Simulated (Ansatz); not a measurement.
CsBH4:
```yaml
crystal:
  lattice:
    - [0.00000, 3.61142, 3.61142]
    - [3.61142, 0.00000, 3.61142]
    - [3.61142, 3.61142, 0.00000]
  atoms:
    - { symbol: Cs, position: [0.00000, 0.00000, 0.00000] }
    - { symbol: B, position: [0.50000, 0.50000, 0.50000] }
    - { symbol: H, position: [0.40123, 0.40123, 0.79630] }
    - { symbol: H, position: [0.40123, 0.79630, 0.40123] }
    - { symbol: H, position: [0.79630, 0.40123, 0.40123] }
    - { symbol: H, position: [0.40123, 0.40123, 0.40123] }
```

Relaxed with PBEsol. Special points in fractions of this cell's reciprocal vectors: Γ (0.000, 0.000, 0.000); X (0.500, 0.000, 0.500); U (0.625, 0.250, 0.625); K (0.375, 0.375, 0.750); L (0.500, 0.500, 0.500); W (0.500, 0.250, 0.750).

List the band energies nearest the valence-band maximum at these points for PBEsol with spin–orbit coupling (plane waves, PAW; program Ansatz).

In eV from the valence-band maximum; about four levels below and three above (degenerate sets whole), none deeper than 8.9 eV; points with the same levels are listed once.

```json
[
 {"k": "Γ", "below": "-0.10 -0.10 -0.10 -0.10", "above": "5.99 5.99 6.78 6.78 6.78 6.78"},
 {"k": "X", "below": "-0.07 -0.07 -0.01 -0.01", "above": "5.40 5.40 8.24 8.24"},
 {"k": "U", "below": "-0.25 -0.20 -0.16 -0.15", "above": "6.09 6.12 7.88"},
 {"k": "L", "below": "-0.39 -0.39 -0.39 -0.39", "above": "7.23 7.23 7.52 7.52"},
 {"k": "W", "below": "-0.45 -0.45 -0.31 -0.09 0.00", "above": "6.63 6.67 6.90"}
]
```

Space group F-43m. The workflow started from a Materials Project entry (that database holds measured and hypothetical structures alike); the Crystallography Open Database copy checked does not list it. Its standing as an ambient phase is unchecked. The cell was relaxed with PBEsol under the symmetry of its start; its stability against distortions is not shown here.

Potentials: the later of the program's two PAW sets.
